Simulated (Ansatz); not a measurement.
Input for Ansatz (plane-wave DFT, PAW):

```yaml
crystal:
  lattice:
    - [-2.37405, 2.37405, 3.744]
    - [2.37405, -2.37405, 3.744]
    - [2.37405, 2.37405, -3.744]
  atoms:
    - { symbol: Si, position: [0.0, 0.0, 0.0] }
    - { symbol: Si, position: [0.75, 0.25, 0.5] }
    - { symbol: O, position: [0.99838, 0.625, 0.87338] }
    - { symbol: O, position: [0.375, 0.24838, 0.37338] }
    - { symbol: O, position: [0.75162, 0.125, 0.12662] }
    - { symbol: O, position: [0.875, 0.00162, 0.62662] }
basis:
  ecutwfc: 500
kpoints:
  mp_grid: { grid: [8, 8, 8] }
hamiltonian:
  xc: r2scan
scf:
  occupations: { method: gaussian, width: 0.02 }
output:
  forces: true
  stress: true
  eigenvalues: true
  populations: true
  write_density: true
  write_potential: true
  elf: true
  volumetric_format: npy
```

Launched with
```bash
ansatz run input.yaml --threads 1 --pin off --max-ram 2560MiB --backend cpu --events-out ev --progress --plain --runs-dir out
```

Method: DFT r2SCAN, scalar-relativistic, plane waves, PAW (Ansatz 0.2.0).

From the run's log, abridged (iterations and final results):

```
SCF iter   1: F=—  HF=-3559.947767 eV  |F-HF|=—  |Δ(HF+E_count)|=         —  Δρ=7.33e-3  dr2=4.61e-2  dr2_τ=5.21e-1  ethr=1.77e-3  ⟨swp⟩=7.1  Hψ=7781  notcnv=0
SCF iter   2: F=—  HF=-3560.112041 eV  |F-HF|=—  |Δ(HF+E_count)|=   1.64e-1  Δρ=4.55e-3  dr2=6.72e-3  dr2_τ=1.53e-3  ethr=1.44e-4  ⟨swp⟩=3.0  Hψ=3208  notcnv=0  defer=107
SCF iter   3: F=—  HF=-3560.111786 eV  |F-HF|=—  |Δ(HF+E_count)|=   2.55e-4  Δρ=1.55e-3  dr2=1.07e-3  dr2_τ=1.12e-4  ethr=2.10e-5  ⟨swp⟩=3.0  Hψ=2382  notcnv=0  defer=107
SCF iter   4: F=—  HF=-3560.111749 eV  |F-HF|=—  |Δ(HF+E_count)|=   3.73e-5  Δρ=2.37e-4  dr2=3.11e-5  dr2_τ=3.36e-6  ethr=3.34e-6  ⟨swp⟩=2.1  Hψ=2114  notcnv=0  defer=107
SCF iter   5: F=—  HF=-3560.111741 eV  |F-HF|=—  |Δ(HF+E_count)|=   8.43e-6  Δρ=5.16e-5  dr2=1.19e-6  dr2_τ=1.25e-7  ethr=9.73e-8  ⟨swp⟩=2.0  Hψ=2070  notcnv=0  defer=107
SCF iter   6: F=-3560.111741 eV  HF=-3560.111741 eV  |F-HF|=1.22e-8  |Δ(HF+E_count)|=   6.30e-7  Δρ=9.85e-6  dr2=5.36e-8  dr2_τ=2.53e-9  ethr=3.13e-10  ⟨swp⟩=15.1  Hψ=10208  notcnv=0
SCF 1 converged in 6 iterations: F = -3560.111741 eV  dr2 = 5.36e-8
SCF converged after 6 iterations
Free energy (F): -3560.111741 eV
Harris-Foulkes:  -3560.111741 eV  (|F-HF|=1.22e-8)
Internal energy: -3560.111741 eV  (E = F + TS)
E sigma→0 (E₀):  -3560.111741 eV
Fermi energy:    4.053971 eV
--- Per-component energies (eV) ---
  E_band       = -194.882133
  E_kinetic    = 808.787162
  E_local      = -2199.943967  (includes V_loc(G=0)·N_el)
  E_nonlocal   = 235.679686
  E_hartree    = 807.621754
  E_xc         = -399.993219
  E_vxc        = -529.635224  (∫ρ·V_xc dr)
  E_paw        = -1683.286378  (= ΣΔE_a)
  E_vpaw       = -158.480022  (= ΣTr[D̂ρ^β])
  E_aug_tail   = 0.004133  (compensation charges beyond the density's cutoff)
  E_vtau       = 33.469716  (kinetic-family band-sum trace: ∫τ·v_τ [+ j·A + Jᵃ·Aᵃ] dr)
  E_ewald      = -1128.700283
  E_core_change = -0.280630  (= ΣΔE_core)
  E_smearing   =  0.000000  (= −TS)
--- Forces (eV/Å), atoms counted from 1 ---
  atom   1  Si     0.00000000     0.00000000     0.00000000
  atom   2  Si     0.00000000     0.00000000     0.00000000
  atom   3  O      0.00000000    -0.19265150     0.00000000
  atom   4  O     -0.19265150     0.00000000     0.00000000
  atom   5  O      0.00000000     0.19265150     0.00000000
  atom   6  O      0.19265150     0.00000000     0.00000000
--- Stress (GPa, compression-positive) ---
       -0.637491       0.000000       0.000000
        0.000000      -0.637491       0.000000
        0.000000       0.000000      -2.680908
  P = ⅓ Tr σ = -1.3186 GPa (-13.186 kbar)
--- Band table (eV; the first three rows and the last of 59) ---
  k-point 0: bands = ["-19.3502", "-17.2717", "-17.2532", "-17.2532", "-8.1285", "-4.6052", "-4.6052", "-4.3389", "-1.7940", "-1.3358", "-0.6553", "-0.6553", "-0.6256", "-0.3495", "0.7061", "0.7061", "7.4018", "10.2450", "13.0495", "13.0495", "13.1012", "13.4343"]
  k-point 1: bands = ["-19.2819", "-17.3530", "-17.2768", "-17.2629", "-7.9859", "-4.7738", "-4.5292", "-4.2285", "-1.8530", "-1.2697", "-0.8992", "-0.6923", "-0.6456", "-0.2344", "0.6752", "0.6788", "7.7795", "10.5040", "12.4201", "12.9532", "13.1093", "13.2227"]
  k-point 2: bands = ["-19.0840", "-17.6183", "-17.2956", "-17.2863", "-7.5873", "-5.1476", "-4.3269", "-4.0567", "-1.9930", "-1.3223", "-1.1382", "-0.9039", "-0.5716", "-0.0578", "0.6037", "0.6047", "8.7432", "11.1600", "11.8532", "12.4036", "12.9709", "13.2969"]
  k-point 58: bands = ["-18.4356", "-18.4356", "-17.2850", "-17.2850", "-6.1141", "-6.1141", "-4.0053", "-4.0053", "-1.6756", "-1.6756", "-1.2264", "-1.2264", "-0.8220", "-0.8220", "0.5979", "0.5979", "10.4847", "10.4847", "11.2749", "11.2749", "14.0054", "14.0054"]
--- Löwdin populations: 6 sites ---
  site symbol q [e]
     0     Si      2.1323
     1     Si      2.1323
     2      O      6.8225
     3      O      6.8225
     4      O      6.8225
     5      O      6.8225
  spilling = 0.013921 (of n_electrons = 32.000000)
```

Self-consistency was reached.

Time: 25 s on 1 thread of Intel(R) Xeon(R) Platinum 8259CL CPU @ 2.50GHz (Skylake/Cascade Lake), with other jobs on the host, peak memory 0.63 GiB.